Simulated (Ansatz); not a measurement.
AlCo (CsCl type), conventional cell a = 2.8227 Å, b = 2.8227 Å, c = 2.8227 Å, α = 90.00°, β = 90.00°, γ = 90.00°. The calculation uses the primitive cell of 2 atoms, to which meshes and values per cell refer.

E(V) scan at fixed shape, V₀ the volume above. Symmetry pins the atoms to their sites.

All values below come from PBEsol (plane waves to 420 eV, PAW, scalar-relativistic; Ansatz, a program for electronic structure). k mesh 17×17×17 (Γ-centred), Fermi-Dirac smearing 0.05 eV. E stands for the smeared free energy. AlCo is run without spin polarisation. AlCo was relaxed with its symmetry unable to fall. The zero of ΔE is the relaxed starting cell. The last digit holds for this mesh only.

| V (Å³/atom) | ΔE (meV/atom) |
|---|---|
| 10.121 | 81.5 |
| 10.308 | 54.8 |
| 10.496 | 34.0 |
| 10.683 | 18.5 |
| 10.871 | 8.0 |
| 11.058 | 1.9 |
| 11.246 | 0.0 |
| 11.433 | 1.9 |
| 11.620 | 7.2 |
| 11.808 | 15.6 |
| 11.995 | 27.0 |
| 12.183 | 41.0 |
| 12.370 | 57.5 |

What is the fitted pressure derivative B₀′?

4.3.

What bulk modulus B₀ follows from a third-order Birch-Murnaghan fit?

194 GPa.

(Under strain, the slope of the energy per volume gives the stress and its curvature an elastic modulus.)
